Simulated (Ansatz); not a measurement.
A geometry of Si away from equilibrium: the start of the relaxation of a relaxed Si cell with every coordinate shifted by Gaussian noise of σ = 0.1 Å. These are r2SCAN (plane waves to 500 eV, PAW, scalar-relativistic; Ansatz, a program for electronic structure) values and carry that method's errors. Γ-centred k-mesh 7×7×7 on the run's cell (coarser than for final values), Fermi–Dirac smearing 0.05 eV.

```xyz
2
Lattice="0.0000 2.7222 2.7222 2.7222 0.0000 2.7222 2.7222 2.7222 0.0000" Properties=species:S:1:pos:R:3:forces:R:3 pbc="T T T" free_energy=-1277.658 pressure_GPa=2.4
Si     2.5891     2.5999     2.6432    2.0474   -1.2854    2.8358
Si     4.0956     3.9536     4.2196   -2.0474    1.2854   -2.8358
```

Positions in Å, forces in eV/Å, free energy of the cell in eV (comparable only within this code, potentials and settings). Largest force: 3.73 eV/Å, on Si1, Si2 (atoms numbered as listed); the geometry lies 0.23 eV/atom above the end of its relaxation.

No spin polarisation in the result.

The run could not lose the symmetry of its start.
